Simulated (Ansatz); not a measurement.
## Relaxing a structure of C

The start is a relaxed C cell, doubled along one cell vector, shaken by Gaussian noise of σ = 0.08 Å a coordinate. A full variable-cell relaxation at zero pressure is run with r2SCAN (plane waves to 500 eV, PAW, scalar-relativistic; Ansatz, a first-principles code). The first steps use a coarse 11×11×6 k-mesh.

Initial structure:
```yaml
crystal:
  lattice:
    - [0.00000, 1.78016, 1.78016]
    - [1.78016, 0.00000, 1.78016]
    - [3.56031, 3.56031, 0.00000]
  atoms:
    - { symbol: C, position: [0.43029, 0.46893, 0.26469] }
    - { symbol: C, position: [0.43048, 0.56219, 0.73710] }
    - { symbol: C, position: [0.79543, 0.73407, 0.36969] }
    - { symbol: C, position: [0.69893, 0.80950, 0.89080] }
```

```yaml
initial_pressure: "+17.0 GPa (positive: the cell is compressed)"
relative_to_the_parent: It relaxes back to the parent, Fd-3m (No. 227)
Shortest distances (start → end): "The closest pairs of elements (up to four, under 3.6 Å), start → end: C–C 1.31 → 1.54 Å"
optimiser_moves: 5
```

It ends as:

Space group Fd-3m, origin choice 1 (No. 227); a = 3.560 Å, b = 3.560 Å, c = 3.560 Å, α = 90.00°, β = 90.00°, γ = 90.00°

```json
[
 {"atom": "C", "site": "8a", "symmetry": "-43m", "x": "0.0000", "y": "0.0000", "z": "0.0000"}
]
```
(The calculation used a cell of 2 atoms; values per cell refer to that cell.)

Final values are on a 16×16×16 k-mesh of the relaxed cell. No spin polarisation in the result.
